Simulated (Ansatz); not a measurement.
In₂SeS:
```
CELL_PARAMETERS angstrom
      4.05109     0.00000     0.00000
     -2.02555     3.50835     0.00000
      0.00000     0.00000     9.58226
ATOMIC_POSITIONS crystal
  In 0.00000 0.00000 0.44550
  In 0.33333 0.66667 0.03455
  Se 0.33333 0.66667 0.57337
  S  0.00000 0.00000 0.19458
```

Relaxed with r²SCAN.

### Question
Map the electron localisation function on the plane through (0.000, 0.000, 0.446) spanned by u = [0, 0, 1] and v = [1, -1, 0] in lattice vectors, from r²SCAN (plane waves, PAW; program Ansatz).

### Answer
x is the fraction of u, y of v (the angle between them is 90°; rows are the nearest grid lines); atoms in the plane: In at (0.00, 0.00), In at (0.59, 0.33), Se at (0.13, 0.33), S at (0.75, 0.00).
```
y \ x   0.000  0.100  0.175  0.275  0.375  0.450  0.550  0.625  0.725  0.825  0.900   1.00
------  -----  -----  -----  -----  -----  -----  -----  -----  -----  -----  -----  -----
1.00    0.013  0.244  0.080  0.005  0.005  0.016  0.039  0.574  0.009  0.808  0.214  0.013
0.914   0.123  0.179  0.067  0.007  0.006  0.026  0.047  0.471  0.818  0.808  0.217  0.123
0.857   0.245  0.152  0.048  0.007  0.007  0.032  0.053  0.251  0.855  0.693  0.229  0.245
0.771   0.118  0.063  0.024  0.006  0.007  0.032  0.048  0.055  0.346  0.215  0.077  0.118
0.686   0.021  0.018  0.010  0.003  0.005  0.021  0.029  0.017  0.014  0.012  0.011  0.021
0.629   0.028  0.027  0.016  0.005  0.006  0.027  0.042  0.022  0.017  0.014  0.012  0.028
0.543   0.184  0.450  0.454  0.108  0.026  0.462  0.397  0.167  0.040  0.022  0.020  0.184
0.457   0.534  0.740  0.795  0.574  0.066  0.691  0.341  0.287  0.078  0.024  0.027  0.534
0.371   0.653  0.260  0.651  0.783  0.096  0.560  0.044  0.042  0.117  0.017  0.032  0.653
0.314   0.655  0.156  0.583  0.795  0.099  0.542  0.021  0.022  0.123  0.015  0.033  0.655
0.229   0.579  0.786  0.819  0.650  0.074  0.665  0.309  0.262  0.203  0.192  0.062  0.579
0.143   0.201  0.531  0.625  0.198  0.033  0.573  0.312  0.212  0.869  0.696  0.212  0.201
0.0857  0.122  0.186  0.190  0.026  0.012  0.112  0.106  0.443  0.847  0.809  0.213  0.122
0.000   0.013  0.244  0.080  0.005  0.005  0.016  0.039  0.574  0.009  0.808  0.214  0.013
```

The density is the valence pseudo-density with augmentation charge, so density and ELF within about 1 Å of a nucleus are not all-electron values.

Space group P3m1. The start of the workflow was typed in or built on a structure type; neither database checked (COD, Materials Project) lists it. Its standing as an ambient phase is unchecked. The cell was relaxed with r²SCAN under the symmetry of its start; whether a distortion lowers the energy is not shown.

Potentials: the earlier of the program's two PAW sets. The files were generated under PBE; for other functionals the program regenerates the frozen cores, and for LDA and PBEsol the local potential too.
